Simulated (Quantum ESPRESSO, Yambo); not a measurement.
SrTiO$_{3}$ (space group I4/mcm, No. 140). The geometry is that of Materials Project entry mp-551830, symmetrised and not relaxed again. Chain: LDA (pw.x of Quantum ESPRESSO, ONCV potentials, scalar-relativistic); G0W0 in Yambo (4×4×4 Γ-centred k mesh, bands 3 to 148 and a 6 Ry block in the screening, 148 bands in G with the Bruneval-Gonze terminator, plasmon pole fitted at 27.2 eV); BSE (6×6×6 mesh, 9 valence and 7 conduction bands, static screening with 84 bands and a 3 Ry block, scissor 1.72 eV, Tamm-Dancoff).

```
Quantity                                                                    Value
--------------------------------------------  -----------------------------------
LDA gap (dense path)                                                      1.82 eV
LDA gap Γ → Γ on the GW mesh                                              1.82 eV
LDA smallest direct gap on the GW mesh, at Γ                              1.82 eV
G0W0 direct gap at that point                                             3.53 eV
G0W0 correction to the gap Γ → Γ                                          1.72 eV
lowest exciton                                no binding energy given (see below)
```

Rough cost of the Yambo steps against G0W0 for 10 states: BSE within a factor of two.

Nearest settings tried, and what they do to the gap: 70 bands in W, 70 bands in G: +134 meV; 2 Ry block (59 vectors against 197): +451 meV. Not varied: mesh. So the settings aren't converged at that level. The BSE states are vertical excitations (zero momentum). The lowest state covers only about 5 of the 216 k points, so the mesh doesn't resolve it: its energy and its distance from the direct gap are mesh artefacts. An extended exciton needs a far denser mesh. Axes are Cartesian, with cell vectors (Å) (-2.77, 2.77, 3.91), (2.77, -2.77, 3.91), (2.77, 2.77, -3.91).

This is not the ordinary phase of the substance.
